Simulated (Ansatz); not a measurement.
Relaxed MgB2 (AlB2 type, space group P6/mmm):

```
CELL_PARAMETERS angstrom
      6.14864     0.00000     0.00000
     -1.53716     2.66244     0.00000
      3.07432     0.00000     3.52754
ATOMIC_POSITIONS crystal
  Mg 0.00000 0.00000 0.00000
  Mg 0.50000 0.00000 0.00000
  B  0.91667 0.66667 0.50000
  B  0.41667 0.66667 0.50000
  B  0.08333 0.33333 0.50000
  B  0.58333 0.33333 0.50000
```

The atoms are displaced by Q × the pattern below (from a DFPT mode at L = (0.5, 0.0, 0.5), largest move 1; Q in Å), at fixed cell. (q is in reciprocal vectors of the primitive cell; the cell shown is doubled to hold the pattern.)

```
atom       x       y      z
----  ------  ------  -----
B3     0.866   0.500  0.000
B4    -0.866  -0.500  0.000
B5    -0.866  -0.500  0.000
B6     0.866   0.500  0.000
```

Atoms not listed stay in place.

Method: PBE (plane waves to 420 eV, PAW, scalar-relativistic; Ansatz, a quantum-chemistry and plane-wave program). k mesh 17×17×17 (Γ-centred), Fermi-Dirac smearing 0.05 eV. The energy includes the smearing's −TS. Compression counts positive. With partly filled bands, energies and forces of such displacements shift with the k mesh and the smearing. MgB2 was relaxed with its symmetry unable to fall. ΔE is measured from the undisplaced structure.

Q: What ΔE (meV/cell) and P (GPa) does the calculation give at Q (Å) = -0.150, -0.120, -0.090, -0.060, 0.030, 0.060, 0.120, 0.150?

A: 
```
Q (Å)   ΔE (meV/cell)  P (GPa)
------  -------------  -------
-0.150            966      2.9
-0.120            629      1.9
-0.090            358      1.1
-0.060            161      0.5
0.030              40      0.1
0.060             161      0.5
0.120             629      1.9
0.150             966      2.9
```

(A displaced cell: forces are minus the slopes of the energy, force constants its curvatures, and phonons follow from these.)
